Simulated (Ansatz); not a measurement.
PdRhN2:
```cif
data_N6Pd3Rh3
_chemical_formula_sum 'Rh3 Pd3 N6'
_space_group_name_H-M_alt 'R-3m :H'
_space_group_IT_number 166
_space_group_name_Hall '-R 3 2"'
_cell_length_a 2.96205
_cell_length_b 2.96205
_cell_length_c 18.31578
_cell_angle_alpha 90.000
_cell_angle_beta 90.000
_cell_angle_gamma 120.000
loop_
_atom_site_label
_atom_site_type_symbol
_atom_site_symmetry_multiplicity
_atom_site_Wyckoff_symbol
_atom_site_fract_x
_atom_site_fract_y
_atom_site_fract_z
_atom_site_occupancy
Rh1 Rh 3 b 0.00000 0.00000 0.50000 1
Pd1 Pd 3 a 0.00000 0.00000 0.00000 1
N1 N 6 c 0.00000 0.00000 0.10641 1
```
(The calculation used a cell of 4 atoms; values per cell refer to that cell.)

Relaxed with r²SCAN.

Task: Tabulate the valence density and the electron localisation function along the shortest Rh–Rh contact (2.96 Å), r²SCAN in the plane-wave PAW code Ansatz.

Result: 

```csv
distance from Rh (Å),density (e/Å³),ELF
0.30,11.72,0.77
0.44,8.58,0.76
0.59,5.32,0.70
0.74,2.73,0.57
0.89,1.17,0.37
1.04,0.58,0.21
1.18,0.36,0.14
1.33,0.28,0.12
1.48,0.25,0.11
1.63,0.28,0.12
1.78,0.36,0.14
1.93,0.58,0.21
2.07,1.17,0.37
2.22,2.73,0.57
2.37,5.32,0.70
2.52,8.58,0.76
2.67,11.72,0.77
```

The density is the valence pseudo-density with augmentation charge, so density and ELF within about 1 Å of a nucleus are not all-electron values.

The start of the workflow was typed in or built on a structure type; neither database checked (COD, Materials Project) lists it. Whether it is the stable phase at ambient conditions was not checked. Symmetry was held in the r²SCAN relaxation; whether a distortion lowers the energy is not shown. The workflow began spin-polarised and lost its moments. Its formation energy is positive at this level, so the cell may be metastable or incomplete.

Potentials: the later of the program's two PAW sets.
